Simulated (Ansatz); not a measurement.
ZrN:
Space group Fm-3m (No. 225); a = b = c = 4.525 Å, α = β = γ = 90.00°

```csv
atom,site,symmetry,x,y,z
N,4a,m-3m,0.0000,0.0000,0.0000
Zr,4b,m-3m,0.5000,0.5000,0.5000
```
(The calculation used a cell of 2 atoms; values per cell refer to that cell.)

Relaxed with LDA.

Q: Decompose the optical modes at the zone centre into irreducible representations, and say which are infrared and Raman allowed.

A: Point group m-3m: Γ_opt = T1u. Infrared: T1u. Raman: none.

Q: Assign frequencies (DFPT, LDA (plane waves, PAW; program Ansatz)).

A: T1u 513 cm⁻¹.

Symmetry was held in the LDA relaxation; of distortions, only those at the zone centre were tested. No spin polarisation was allowed. With an odd number of electrons in the cell and no spin polarisation, the count alone makes it a metal. As this level gives no gap, phonon frequencies hold no LO–TO term and depend on the k-mesh and smearing (Fermi–Dirac, 0.1 eV here).

Potentials: the later of the program's two PAW sets.
